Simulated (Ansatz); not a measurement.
## Property card for MgZn2S3

All numbers below come from DFT PBE, scalar-relativistic, plane waves, PAW in Ansatz 0.2.0.

Plane waves to 420 eV, a k mesh through Γ of 12×12×4 on the computed 6-atom cell and Gaussian smearing (0.02 eV); no spin polarisation.

The structure is relaxed at this level of theory with its symmetry kept, and needn't be the ground state of this composition.

```cif
data_structure
_symmetry_space_group_name_H-M 'P3m1'
_symmetry_Int_Tables_number 156
_cell_length_a 3.9061
_cell_length_b 3.9061
_cell_length_c 9.5901
_cell_angle_alpha 90.000
_cell_angle_beta 90.000
_cell_angle_gamma 120.000
_cell_volume 126.72
loop_
_atom_site_label
_atom_site_type_symbol
_atom_site_symmetry_multiplicity
_atom_site_Wyckoff_symbol
_atom_site_fract_x
_atom_site_fract_y
_atom_site_fract_z
_atom_site_occupancy
Mg1 Mg 1 a 0.00000 0.00000 0.99998 1
Zn1 Zn 1 c 0.66667 0.33333 0.33743 1
Zn2 Zn 1 b 0.33333 0.66667 0.66207 1
S1 S 1 c 0.66667 0.33333 0.09164 1
S2 S 1 b 0.33333 0.66667 0.41644 1
S3 S 1 a 0.00000 0.00000 0.74243 1
```

| Item | Value |
| --- | --- |
| Space group | P3m1 (No. 156) |
| Volume per atom | 21.12 Å³ |
| Formation energy from the elements' standard states (uncorrected) | -1.013 eV/atom |
| Kohn–Sham band gap | 2.23 eV |
| Orbital (Löwdin) character of the top 1 eV of the valence band | S 3p 91 % |
| Orbital (Löwdin) character of the lowest 1 eV of the conduction band | Zn 4s 48 %, S 3s 24 %, S 3p 15 %, Mg 3s 8 %, unprojected 5 % |
| Bader charge by site (e) | Mg (1 in the cell) 1.63, Zn (1 in the cell) 0.89, Zn (1 in the cell) 0.89, S (1 in the cell) -1.44, S (1 in the cell) -0.89, S (1 in the cell) -1.08 |

The cell was found from a structure generator's guess, not taken from experiment. Kohn–Sham gaps at this level usually fall short of measured ones. Löwdin shares on free-atom orbitals overweight diffuse shells in the empty bands.
